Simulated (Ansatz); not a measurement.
TePdSe:
```yaml
crystal:
  lattice:
    - [3.87125, 0.00000, 0.00000]
    - [-1.93562, 3.35260, 0.00000]
    - [0.00000, 0.00000, 4.82912]
  atoms:
    - { symbol: Te, position: [0.00000, 0.00000, 0.72274] }
    - { symbol: Pd, position: [0.33333, 0.66667, 0.01107] }
    - { symbol: Se, position: [0.66667, 0.33333, 0.26619] }
```

Relaxed with LDA. Special points in fractions of this cell's reciprocal vectors: Γ (0.000, 0.000, 0.000); M (0.500, 0.000, 0.000); K (0.333, 0.333, 0.000); A (0.000, 0.000, 0.500); L (0.500, 0.000, 0.500); H (0.333, 0.333, 0.500).

Question: List the band energies nearest the Fermi level at these points for the program Ansatz at the LDA level (PAW).

Answer: In eV from the Fermi level; about four levels below and three above (degenerate sets whole), none deeper than 8.9 eV; points with the same levels are listed once.

```tsv
k	below	above
Γ	-3.52 -3.52 -2.33 -0.39 -0.39	0.79 0.79 1.61
M	-3.31 -3.20 -2.87 -2.41	0.15 2.50 4.56
K	-1.52 -1.48 -0.56 -0.14	4.35 7.27 7.85
A	-2.37 -1.28 -1.28 -1.04	2.14 2.14 5.17
L	-3.23 -2.86 -1.95 -0.50	0.14 1.41 5.04
H	-3.81 -3.25 -2.63 -2.53	2.30 2.84 6.99
```

Space group P3m1. The workflow started from a Materials Project entry (that database holds measured and hypothetical structures alike); the Crystallography Open Database copy checked does not list it. With Te and Se taken as one species the cell has the higher symmetry P-3m1, so it may be an ordered model of a mixed-site phase. Whether it is the stable phase at ambient conditions was not checked. Symmetry was held in the LDA relaxation; its stability against distortions is not shown here. The run is not spin-polarised. A crystal of weakly bound layers computed without a dispersion correction: the cell and the soft elastic constants depend strongly on that. Spin–orbit coupling is left out wherever it is not named.

Potentials: the later of the program's two PAW sets.
